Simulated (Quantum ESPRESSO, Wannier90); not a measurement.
Wannier functions of BaTiO$_{3}$ (R3m)

```xyz
5
Lattice="2.8483 1.6444 2.3356 -2.8483 1.6444 2.3356 0.0000 -3.2889 2.3356" Properties=species:S:1:pos:R:3 pbc="T T T"
Ba     0.0000     0.0000     0.0010
Ti     0.0000     0.0000    -3.4099
O      1.4504    -0.8374     2.2366
O      0.0000     1.6748     2.2366
O     -1.4504    -0.8374     2.2366
```

Materials Project entry mp-5020; symmetrised, unrelaxed at this level. COD (Crystallography Open Database) has the formula in 5 space groups, this one among them (matched by group alone). Level: PBEsol, no spin polarisation, no spin-orbit coupling; pw.x of Quantum ESPRESSO at 68 Ry with PseudoDojo potentials, 6×6×6 k-points, Wannier90. Density: 8×8×8 mesh, cold smearing 0.01 Ry. Spin-orbit coupling is left out although heavy elements are present.

Functional, cutoff and mesh named above are those of the base row (6×6×6); the first column says what each row takes instead. Model: 12 functions from bands 6-8,12-20, start SCDM (isolated) (the valence bands). Energies are relative to the valence-band maximum; the misfit is to pw.x on a path, for all bands of the set. Only the mesh of Bloch states changes. Ω_total can sit in another minimum from row to row; Ω_I of an isolated set cannot. A star marks runs that hit the step limit.

Question: Among the meshes 2×2×2, 3×3×3, 4×4×4, 5×5×5, 6×6×6, 7×7×7, which is the coarsest that interpolates to 20 meV rms?

Answer: 4×4×4.

| mesh | Ω_I (Å²) | Ω_total (Å²) | rms misfit (meV) | k-points (cost) | rough cost of nscf and overlaps (first row = 1) |
|---|---|---|---|---|---|
| 2×2×2 | 9.51 | 10.84 | 122 | 8 | – |
| 3×3×3 | 11.43 | 12.78* | 38 | 27 | – |
| 4×4×4 | 12.23 | 13.58* | 8.2 | 64 | – |
| 5×5×5 | 12.64 | 13.97* | 4.0 | 125 | – |
| 6×6×6 | 12.87 | 14.20* | 1.2 | 216 | – |
| 7×7×7 | 13.02 | 14.34* | 0.6 | 343 | – |

Ω_I still rises with the mesh: the finite-difference spreads converge slowly and from below.
